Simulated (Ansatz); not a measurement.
SnCl2:
```xyz
12
Lattice="7.4763 0.0000 0.0000 0.0000 4.2857 0.0000 0.0000 0.0000 8.9364" Properties=species:S:1:pos:R:3 pbc="T T T"
Sn     5.7262     3.2142     5.2258
Sn     1.7501     1.0714     3.7107
Sn     5.4883     1.0714     0.7576
Sn     1.9880     3.2142     8.1789
Cl     3.8944     1.0714     7.5329
Cl     3.5819     3.2142     1.4035
Cl     7.3200     3.2142     3.0647
Cl     0.1563     1.0714     5.8717
Cl     1.0589     1.0714     0.6973
Cl     6.4174     3.2142     8.2392
Cl     2.6792     3.2142     5.1655
Cl     4.7971     1.0714     3.7710
```

Relaxed with LDA. Special points in fractions of this cell's reciprocal vectors: Γ (0.000, 0.000, 0.000); X (0.500, 0.000, 0.000); S (0.500, 0.500, 0.000); Y (0.000, 0.500, 0.000); Z (0.000, 0.000, 0.500); U (0.500, 0.000, 0.500); R (0.500, 0.500, 0.500); T (0.000, 0.500, 0.500).

Task: List the band energies nearest the valence-band maximum at these points for LDA (plane waves, PAW; program Ansatz).

Result: In eV from the valence-band maximum; about four levels below and three above (degenerate sets whole), none deeper than 8.9 eV; points with the same levels are listed once.

```tsv
k	below	above
Γ	-1.37 -0.56 -0.34 -0.16	3.17 3.35 3.49 3.50
X	-0.53 -0.53 -0.26 -0.26	2.98 2.98 3.31 3.31
S	-0.57 -0.57 -0.57 -0.57	3.71 3.71 3.71 3.71
Y	-0.65 -0.65 -0.06 -0.06	3.78 3.78 3.87 3.87
Z	-0.76 -0.76 -0.41 -0.41	3.14 3.14 3.53 3.53
U	-0.40 -0.40 -0.34 -0.34	2.90 2.90 3.14 3.14
R	-0.60 -0.60 -0.60 -0.60	3.67 3.67 3.67 3.67
T	-0.35 -0.35 -0.32 -0.32	3.58 3.58 3.71 3.71
```

Space group Pnma. The workflow started from a Materials Project entry (that database holds measured and hypothetical structures alike); the Crystallography Open Database files this formula in space group No. 62, but the cells were not matched. Its standing as an ambient phase is unchecked. The LDA relaxation kept the symmetry of its start; phonons on a q-mesh show no instability. A crystal of weakly bound chains computed without a dispersion correction: the cell and the soft elastic constants depend strongly on that. Scalar-relativistic: spin–orbit coupling is off unless named, which matters more the heavier the elements.

Potentials: the later of the program's two PAW sets.
